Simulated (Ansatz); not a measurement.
An Ansatz input (plane waves, PAW) for YRe₃ in the AuCu3-type structure that has something wrong with it:

```yaml
crystal:
  lattice:
    - [4.1143635288, 0.0, 0.0]
    - [0.0, 4.1143635288, 0.0]
    - [0.0, 0.0, 4.1143635288]
  atoms:
    - { symbol: "Y", position: [0.0, 0.0, 0.0] }
    - { symbol: Re, position: [0.0, 0.5, 0.5] }
    - { symbol: Re, position: [0.5, 0.5, 0.0] }
    - { symbol: Re, position: [0.5, 0.0, 0.5] }
basis:
  ecutwfc: 420
  ecutrho_ratio: 4
kpoints:
  mp_grid: { grid: [1, 1, 1] }
hamiltonian:
  xc: pbe
scf:
  occupations: { method: gaussian, width: 0.05 }
  max_iter: 50
output:
  forces: true
  stress: true
```

Launched as:
```sh
ansatz run input.yaml --threads 2 --pin off --max-ram 2662MiB --backend cpu --events-out ev --progress --plain --runs-dir out
```

What the program printed:

```
SCF iter   1: F=—  HF=-36457.189994 eV  |F-HF|=—  |Δ(HF+E_count)|=         —  Δρ=8.76e-2  dr2=2.97e0
SCF iter   2: F=—  HF=-36456.534238 eV  |F-HF|=—  |Δ(HF+E_count)|=   6.56e-1  Δρ=4.67e-2  dr2=8.43e-1
SCF iter   3: F=—  HF=-36456.337642 eV  |F-HF|=—  |Δ(HF+E_count)|=   1.97e-1  Δρ=9.18e-3  dr2=4.36e-2
SCF iter   4: F=—  HF=-36456.332555 eV  |F-HF|=—  |Δ(HF+E_count)|=   5.09e-3  Δρ=1.15e-3  dr2=6.10e-4
SCF iter   5: F=—  HF=-36456.332752 eV  |F-HF|=—  |Δ(HF+E_count)|=   1.97e-4  Δρ=1.95e-4  dr2=2.08e-5
SCF iter   6: F=—  HF=-36456.332834 eV  |F-HF|=—  |Δ(HF+E_count)|=   8.20e-5  Δρ=3.42e-5  dr2=9.65e-7
SCF iter   7: F=-36456.332834 eV  HF=-36456.332834 eV  |F-HF|=3.44e-9  |Δ(HF+E_count)|=   1.09e-7  Δρ=7.39e-6  dr2=2.85e-8
```

```
SCF 1 converged in 7 iterations: F = -36456.332834 eV  dr2 = 2.85e-8
SCF converged after 7 iterations
Free energy (F): -36456.332834 eV
E sigma→0 (E₀):  -36456.332834 eV
Fermi energy:    22.222066 eV
--- Forces (eV/Å), atoms counted from 1 ---
  atom   1  Y      0.00000000     0.00000000     0.00000000
  atom   2  Re     0.00000000     0.00000000     0.00000000
  atom   3  Re     0.00000000     0.00000000     0.00000000
  atom   4  Re     0.00000000     0.00000000     0.00000000
--- Stress (GPa, compression-positive) ---
      -41.460798       0.000000       0.000000
        0.000000     -41.460798       0.000000
        0.000000       0.000000     -41.460798
  P = ⅓ Tr σ = -41.4608 GPa (-414.608 kbar)
```

Question: What is wrong with it?

Answer: One k-point for a small cell. Against the sound input: kpoints.mp_grid.grid: [8, 8, 8] → [1, 1, 1] (the cap on iterations is only a precaution).

The run converged all the same; its pressure of -41 GPa shows the fault against the sound run's. Its energy lies -1590 meV/atom from the sound one. It ran for 0.38 s on 2 threads of Arm Neoverse V2 (shared host), peak memory 0.28 GiB. The run before the change (PBE, 420 eV, 8×8×8 mesh) gave:

| run | P (GPa) | gap on the mesh (eV) | cell moment (μB) | largest force component (eV/Å) |
| --- | --- | --- | --- | --- |
| sound | 0.0 | metal | – | 0.000 |
| spoiled | -41.5 | 1.06 | – | 0.000 |

This is a trial structure made by placing the elements on a prototype's sites, so it needn't be the stable form.

Of that run: A displaced or strained copy of the relaxed cell lay 18.9 meV/atom lower, so the structure isn't a true minimum at this level.
